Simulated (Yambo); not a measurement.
## AuPO₄: sweep of GW parameters

G0W0@PBEsol for AuPO₄ (space group C2/c, No. 15) in Yambo. Reference settings: 2×2×2 Γ-centred k mesh, bands 9 to 262 and a 7 Ry block in the screening, 262 bands in G with the Bruneval-Gonze terminator, plasmon pole fitted at 27.2 eV. The PBEsol gap (-0.5, -0.5, 0) → (-0.5, -0.5, 0) on this mesh is 1.80 eV; G0W0 gaps are taken between the same points.

| change from the reference | G0W0 gap (-0.5, -0.5, 0) → (-0.5, -0.5, 0) (eV) | shift of the valence edge (eV) | rough Yambo cost |
|---|---|---|---|
| reference settings | 3.91 | -0.81 | 1 |
| 112 bands in W, 112 bands in G | 3.97 | -0.65 | about 1/4 |
| 176 bands in W, 176 bands in G | 3.92 | -0.74 | within a factor of two |
| 112 bands in G | 3.93 | -0.78 | – |
| 176 bands in G | 3.91 | -0.80 | – |
| 133 bands in W | 3.93 | -0.71 | about 1/3 |
| 1 Ry block | 4.92 | -1.62 | about 1/2 |
| 3 Ry block | 4.12 | -0.90 | within a factor of two |
| 6 Ry block | 3.90 | -0.79 | within a factor of two |
| pole fitted at 10 eV | 3.79 | -0.70 | – |
| no random integration | 3.88 | -0.72 | – |
| 2×2×1 mesh | 3.98 | -0.82 | about 1/5 |
| 112 bands in G, no terminator | 4.08 | -0.13 | – |
| 176 bands in G, no terminator | 3.99 | -0.39 | – |
| no terminator | 3.96 | -0.58 | – |

The reference isn't shown to be the converged limit. Costs are rough (shared machines), scaled to the same edge states, and given only for runs that recompute the screening.

Spin-orbit coupling is left out, which matters for elements this heavy: edges can move by tenths of an eV.

Geometry of the Materials Project entry, not relaxed at this level; primitive cell a = b = 4.8015 Å, c = 7.7596 Å, α = β = 95.93°, γ = 72.22°.

The structure is a Materials Project entry; no match was found in the copy of COD used, and its stability was not checked.

A shift is the quasiparticle energy of the state minus its PBEsol energy.
